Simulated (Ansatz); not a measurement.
**MnSb (Fm-3m): spiral energies by the generalised Bloch theorem**

The source of the geometry is a structure from the Materials Project; atoms and cell stay fixed.

Functional, mesh and filling: PBEsol, 12×12×12 k mesh, Fermi–Dirac smearing of 0.08 eV. PAW means Ansatz 0.2.0 on its default frozen-core files. Site moments are integrated in spheres about the atoms.

The first input and its command:

```yaml
crystal:
  lattice:
    - [0.0, 2.795016, 2.795016]
    - [2.795016, 0.0, 2.795016]
    - [2.795016, 2.795016, 0.0]
  atoms:
    - { symbol: Mn, position: [0.0, 0.0, 0.0], spin: 3.8, spin_axis: [1.0, 0.0, 0.0] }
    - { symbol: Sb, position: [0.5, 0.5, 0.5] }
magnetization:
  noncollinear: true
  spin_spiral: { q: [0.0, 0.0, 0.0] }
kpoints:
  mp_grid: { grid: [12, 12, 12] }
scf:
  occupations: { method: fermi_dirac, width: 0.08 }
  lower_state_search: "off"
hamiltonian:
  xc: pbesol
  pseudopotentials: { kind: paw }
output:
  eigenvalues: false
```

Command: `ansatz run input.yaml --threads 2 --pin off --max-ram 5120MiB --backend cpu --events-out ev --progress --plain --runs-dir out`

The input for «spiral at 0.5 of the way from Γ to L» by PAW differs from it in these lines, output keys apart:

```diff
-  spin_spiral: { q: [0.0, 0.0, 0.0] }
+  spin_spiral: { q: [0.25, 0.25, 0.25] }
-  mp_grid: { grid: [12, 12, 12] }
+  mp_grid: { grid: [12, 12, 12], shift: [0.5, 0.5, 0.5] }
```

Flat spirals without spin–orbit coupling: moments start in the xy plane and turn about z by q·R from cell to cell, and their directions inside a cell are free. q runs from Γ to L = (0.500, 0.500, 0.500) in reciprocal cell vectors. Energies count from each method's run at q = 0. Each q is a vector of the k mesh, and the mesh is shifted by q/2 where needed, so that both spin components are sampled on the same points as at q = 0. In Ansatz a GGA is taken by the program's default for non-collinear spins.

Where along the line is the energy lowest?

q = 0 is the lowest point of the line, so the state at q = 0 is stable against these spirals.
```csv
fraction of Γ–L,|q| (1/Å),ΔF PAW (meV/cell),"largest moment, PAW (μB)"
0.000,0.000,0.0,3.78
0.167,0.162,+13.3,3.76
0.333,0.324,+51.8,3.72
0.500,0.487,+108.2,3.68
0.667,0.649,+177.3,3.63
0.833,0.811,+242.3,3.58
1.000,0.973,+268.4,3.56
```

The line ends at half a reciprocal vector. Fit ΔF(f) = A₁(1 − cos πf) + A₂(1 − cos 2πf) to the PAW points, leaving out f = 0.333. What does it give?

A₁ = +133.5 and A₂ = -13.5 meV/cell, with a worst miss of 2.9 meV. At f = 0.333 the fit gives +46.4 meV against the computed +51.8. In a Heisenberg model A₁ and A₂ sum the couplings to the first and second lattice planes normal to q.

The PAW files were made with PBE; the program remakes their cores once for the run's functional and then keeps them frozen. The Ansatz runs typed with the search for lower states off end where their start leads. Spin–orbit coupling is left out although heavy atoms are present. These are results for the start and cell typed. The real compound can order otherwise, in a larger cell, or not at all, since semilocal functionals at zero temperature often overstate magnetism.
